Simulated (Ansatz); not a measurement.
# Rh (P6_3/mmc): electronic heat capacity and spin susceptibility from the density of states

The calculation used Ansatz, DFT r2SCAN, scalar-relativistic, plane waves, PAW.

Settings: cutoff 500 eV, Γ-centred mesh 18×18×6 on the computed 4-atom cell, Gaussian smearing of 0.10 eV; no spin polarisation.

Relaxed cell: P6_3/mmc, a = 2.689 Å, b = 2.689 Å, c = 8.777 Å, α = 90.00°, β = 90.00°, γ = 120.00°, 4 atoms in the primitive cell. This form isn't the element's structure at ambient conditions.

The density of states at the Fermi level is 5.662 states/eV in the cell of 4 atoms (4 formula units; both spins, tetrahedra on a 27×27×9 mesh).

Q: What Sommerfeld coefficient and Pauli susceptibility does this give?

A: Per formula unit N(E_F) = 1.416 states/eV. γ = (π²/3) k_B² N(E_F) N_A = 2.357 mJ/(mol K²) per state/eV, so γ = 3.3 mJ/(mol K²), a mole of formula units. χ_P = μ_B² N(E_F) N_A = 3.23×10⁻⁵ emu/mol per state/eV gives 4.6×10⁻⁵ emu/mol. This is the bare band result: a measured γ of the same phase is as a rule larger by a factor 1 + λ from phonons and spin fluctuations, the spin part of χ is larger by the Stoner factor, and a measured χ also holds orbital and core terms. N(E_F) at one energy is sensitive to the mesh where the density of states has sharp peaks.

Cost: 1 run of about 1.3 core-minutes, on Intel Xeon 6975P-C (Granite Rapids) (shared hosts).